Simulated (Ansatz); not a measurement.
BaTi$_{2}$Te$_{2}$O:
```
BaTi2Te2O
1.0
    4.11549     0.00000     0.00000
    0.00000     4.11549     0.00000
    0.00000     0.00000     8.14358
Ba Ti Te O
1 2 2 1
Cartesian
  0.00000   0.00000   0.00000
  2.05774   0.00000   4.07179
  0.00000   2.05774   4.07179
  2.05774   2.05774   6.10017
  2.05774   2.05774   2.04341
  0.00000   0.00000   4.07179
```

Relaxed with r²SCAN. Special points in fractions of this cell's reciprocal vectors: Γ (0.000, 0.000, 0.000); X (0.000, 0.500, 0.000); M (0.500, 0.500, 0.000); Z (0.000, 0.000, 0.500); R (0.000, 0.500, 0.500); A (0.500, 0.500, 0.500).

Question: List the band energies nearest the Fermi level at these points for r²SCAN (plane waves, PAW; program Ansatz).

Answer: In eV from the Fermi level; about four levels below and three above (degenerate sets whole), none deeper than 8.9 eV; points with the same levels are listed once.

```csv
k,below,above
Γ,-2.53 -2.53 -1.95 -1.91 -0.84,0.51 0.60 0.60
X,-0.68 -0.27 -0.07 -0.06,0.32 1.16 1.48
M,-5.07 -5.07 -3.66 -0.61 -0.61,0.82 1.24 1.27
Z,-1.91 -1.08 -0.43 -0.22,0.66 0.66 1.43
R,-3.44 -2.87 -0.38 0.00,0.30 0.32 0.37
A,-4.53 -4.53 -4.06 -0.72 -0.72,0.92 0.92 0.96
```

Space group P4/mmm. The start of the workflow was typed in or built on a structure type; neither database checked (COD, Materials Project) lists it. Its standing as an ambient phase is unchecked. The cell was relaxed with r²SCAN under the symmetry of its start; whether a distortion lowers the energy is not shown. The workflow began spin-polarised and lost its moments. The compound may be a true metal, but semilocal functionals without U, or a wrong spin order, can also close a gap. Scalar-relativistic: spin–orbit coupling is off unless named, which matters more the heavier the elements.

Potentials: the earlier of the program's two PAW sets. The files were generated under PBE; for other functionals the program regenerates the frozen cores, and for LDA and PBEsol the local potential too.
